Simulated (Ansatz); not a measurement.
What DFT gives for K2YbSbPb6

```yaml
crystal:
  lattice:
    - [0.00000, 5.06581, 5.06581]
    - [5.06581, 0.00000, 5.06581]
    - [5.06581, 5.06581, 0.00000]
  atoms:
    - { symbol: Yb, position: [0.50000, 0.50000, 0.50000] }
    - { symbol: Sb, position: [0.00000, 0.00000, 0.00000] }
    - { symbol: Pb, position: [0.76500, 0.23500, 0.23500] }
    - { symbol: Pb, position: [0.23500, 0.76500, 0.23500] }
    - { symbol: Pb, position: [0.23500, 0.76500, 0.76500] }
    - { symbol: Pb, position: [0.76500, 0.23500, 0.76500] }
    - { symbol: Pb, position: [0.23500, 0.23500, 0.76500] }
    - { symbol: Pb, position: [0.76500, 0.76500, 0.23500] }
    - { symbol: K, position: [0.25000, 0.25000, 0.25000] }
    - { symbol: K, position: [0.75000, 0.75000, 0.75000] }
```

Method: PBE, no spin polarisation; PAW, plane waves to 420 eV, 4×4×4 Γ-centred mesh, fermi-dirac occupations (width 0.0198 eV) (Ansatz 0.2.0), atoms fixed.

Task: Is there a gap?

Result: It is a metal, with about 7 states/eV a cell as the mean within 0.25 eV of the Fermi level, mostly Pb p (67 %).

Task: Is the cell too large or too small?

Result: The pressure is 36.6 GPa (compression positive), so with the atoms held at these fractions the cell would first expand; the forces are large, so a full relaxation may end otherwise.

Task: What do density and ELF say about some of the short contacts?

Result: Sb–Pb at 2.38 Å: least valence density 0.71 e/Å³ and ELF 0.42 there. Yb–Pb at 2.68 Å: least valence density 0.36 e/Å³ and ELF 0.17 there. K–Pb at 3.59 Å: least valence density 0.06 e/Å³ and ELF 0.05 there. These are pseudo-fields; inside the PAW spheres they differ from the all-electron ones.

Task: How is the charge shared?

Result: Bader charges in e: K +0.67, Yb +0.87, Sb +0.20, Pb -0.40. In the mean Yb gives up most and Pb takes most.

Origin: a known structure type with other elements, at an estimated volume, so it need not be a known compound. Caveats: no spin polarisation, so a magnetic state may lie lower; atoms or cell far from equilibrium; f levels without a U or exact exchange are poorly placed.
